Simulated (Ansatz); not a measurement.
Consider a crystal of BeZnF4 in space group F-43m (No. 216), with Be on 4d; Zn on 4b; F on 16e. The guess for BeZnF4 was made by a generator: 4-connected net, bridging atoms on its edges.

Theory: DFT PBE, scalar-relativistic, plane waves, PAW (Ansatz 0.2.0). Cutoff 420 eV, Γ-centred mesh, Gaussian smearing, no spin polarisation.

Formation energies are uncorrected and refer to the elements' standard structures at the same level (F₂ as a molecule).

Q: Predict the relaxed structure.

A:

Space group F-43m (No. 216). a = 8.031 Å, b = 8.031 Å, c = 8.031 Å, α = 90.00°, β = 90.00°, γ = 90.00°
| atom | site | symmetry | x | y | z |
| --- | --- | --- | --- | --- | --- |
| Be | 4d | -43m | 0.2500 | 0.2500 | 0.7500 |
| Zn | 4b | -43m | 0.5000 | 0.0000 | 0.0000 |
| F | 16e | .3m | 0.6377 | 0.1377 | 0.1377 |

Be has 4 F at 1.56 Å; around Zn lie 4 F at 1.92 Å; F has 1 Be at 1.56 Å and 1 Zn at 1.92 Å. Another local minimum with the same sites may exist.

Q: And its energy and gap?

A: The energy over the elements is −2.716 eV/atom and the gap on the 6×6×6 mesh of the 6-atom cell is 5.88 eV. A negative formation energy is needed for stability but isn't enough: competing phases decide.

The last run used Gaussian smearing of 0.02 eV. Kohn–Sham gaps at this level usually fall short of measured ones. A structure relaxed within its symmetry needn't be a true minimum.
